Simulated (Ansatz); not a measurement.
Y2N:
```
CELL_PARAMETERS angstrom
      3.46378     0.00000     0.00000
     -1.73189     2.99972     0.00000
      0.00000     0.00000     5.92851
ATOMIC_POSITIONS crystal
  N  0.00000 0.00000 0.00000
  Y  0.33333 0.66667 0.22156
  Y  0.66667 0.33333 0.77844
```

Relaxed with PBEsol. Special points in fractions of this cell's reciprocal vectors: Γ (0.000, 0.000, 0.000); M (0.500, 0.000, 0.000); K (0.333, 0.333, 0.000); A (0.000, 0.000, 0.500); L (0.500, 0.000, 0.500); H (0.333, 0.333, 0.500).

List the band energies nearest the Fermi level at these points for PBEsol (plane waves, PAW; program Ansatz).

In eV from the Fermi level; about four levels below and three above (degenerate sets whole), none deeper than 8.9 eV; points with the same levels are listed once.

```
k                    below                above
-  -----------------------  -------------------
Γ  -4.75 -3.26 -3.26 -2.64       1.70 2.19 2.19
M  -3.26 -3.20 -1.08 -0.05       0.49 3.31 4.09
K  -3.72 -3.72 -3.13 -0.28  0.03 0.03 3.23 3.23
A  -5.05 -3.30 -3.30 -1.35       0.04 1.88 1.88
L  -4.48 -3.31 -3.14 -0.57       0.11 0.18 2.26
H        -3.86 -3.86 -3.17       0.48 0.55 0.55
```

Space group P-3m1 (anti-CdI2 type). A made-up cell: these elements were put on the sites of a structure type; neither database checked (COD, Materials Project) lists it. Whether it is the stable phase at ambient conditions was not checked. The PBEsol relaxation kept the symmetry of its start; of distortions, only those at the zone centre were tested. The run is not spin-polarised. With an odd number of electrons in the cell and no spin polarisation, the count alone makes it a metal. Spin–orbit coupling is left out wherever it is not named.

Potentials: the later of the program's two PAW sets.
